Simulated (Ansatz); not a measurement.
Calculated ²³Na NMR of the central transition for NaLaMgWO6

Cell: a structure deposited in the COD, its atoms then relaxed with PBE in this cell.

Space group C2/m (No. 12); a = 7.8074, b = 7.8158, c = 7.8977 Å, β = 90.14°.

```
site  Wyckoff  site symmetry       x       y       z
  Na       4h              2  0.5000  0.7494  0.5000
  La       4g              2  0.5000  0.7473  0.0000
  Mg       4i              m  0.7481  0.0000  0.7451
   W       4i              m  0.2480  0.0000  0.7332
  O9       4i              m  0.6959  0.0000  0.4911
 O11       4i              m  0.8056  0.0000  0.0061
 O13       4i              m  0.4903  0.0000  0.8097
 O15       4i              m  0.0099  0.0000  0.7032
 O17       8j              1  0.2518  0.7581  0.7681
```

One atom of each set is listed; the run and its k-mesh use a cell of 20 atoms with edges of 5.52, 5.52, 7.90 Å.

The numbers come from a DFT calculation in Ansatz (PBE, plane waves and PAW, scalar-relativistic, 420 eV cutoff, Γ-centred 4×4×3 k-points, Fermi–Dirac smearing 0.02 eV).

²³Na has I = 3/2 and Q = 104.0 mb (Pyykkö 2018); at 16.4 T its Larmor frequency is ν₀ = 184.8 MHz. Only the quadrupole interaction is simulated: positions count from each site's isotropic chemical shift, and J coupling is left out, as are shift anisotropy and dipolar coupling, which fast spinning averages.

(1) What does the ²³Na spectrum (fast magic-angle spinning) show for each site?

Answers

(1) 

```json
{"site": "Na", "first shell": "12 O at 2.49–3.13 Å", "C_Q (MHz)": "-2.29", "η": "0.08", "P_Q (MHz)": "2.30", "δ_QIS (ppm)": "-3.86", "breadth (kHz)": "1.56"}
```

δ_QIS = −(ν_Q²/30ν₀²)[I(I+1) − 3/4](1 + η²/3) × 10⁶ ppm with ν_Q = 3|C_Q|/[2I(2I−1)]; it falls as 1/B₀² in ppm, and the breadth as 1/B₀ in kHz.

At this cell the principal stresses reach 5 GPa in size with PBE, which can matter for small gradients.
